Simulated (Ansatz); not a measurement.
**Relaxing a structure of LiH**

The start is a relaxed LiH cell with every coordinate shifted by Gaussian noise of σ = 0.2 Å. Cell shape, volume and atoms are optimised at zero target pressure with r2SCAN (plane waves to 500 eV, PAW, scalar-relativistic; Ansatz, a quantum-chemistry and plane-wave program). The first steps use a coarse 10×10×10 k-mesh.

Initial structure:
```
LiH
1.0
    0.00000     2.00271     2.00271
    2.00271     0.00000     2.00271
    2.00271     2.00271     0.00000
H Li
1 1
Direct
  0.04088   0.02816   0.88139
  0.57526   0.46977   0.56112
```

**Question.** What pressure does the first self-consistent step give?

**Answer.** +4.2 GPa (positive: the cell is compressed).

**Question.** By how much does the energy per atom fall from start to end?

**Answer.** 0.096 eV/atom.

**Question.** Does it find its way back to the structure it was made from?

**Answer.** It returns to the parent structure, Fm-3m (No. 225).

**Question.** What band gap does the relaxed structure have at this level?

**Answer.** 3.63 eV, direct at X (no spin-orbit coupling).

It ends as:

```cif
data_H4Li4
_chemical_formula_sum 'H4 Li4'
_space_group_name_H-M_alt 'Fm-3m'
_space_group_IT_number 225
_space_group_name_Hall '-F 4 2 3'
_cell_length_a 4.00501
_cell_length_b 4.00501
_cell_length_c 4.00501
_cell_angle_alpha 90.000
_cell_angle_beta 90.000
_cell_angle_gamma 90.000
loop_
_atom_site_label
_atom_site_type_symbol
_atom_site_symmetry_multiplicity
_atom_site_Wyckoff_symbol
_atom_site_fract_x
_atom_site_fract_y
_atom_site_fract_z
_atom_site_occupancy
H1 H 4 b 0.50000 0.50000 0.50000 1
Li1 Li 4 a 0.00000 0.00000 0.00000 1
```
(The calculation used a cell of 2 atoms; values per cell refer to that cell.)

Final values are on a 14×14×14 k-mesh of the relaxed cell. No spin polarisation in the result.
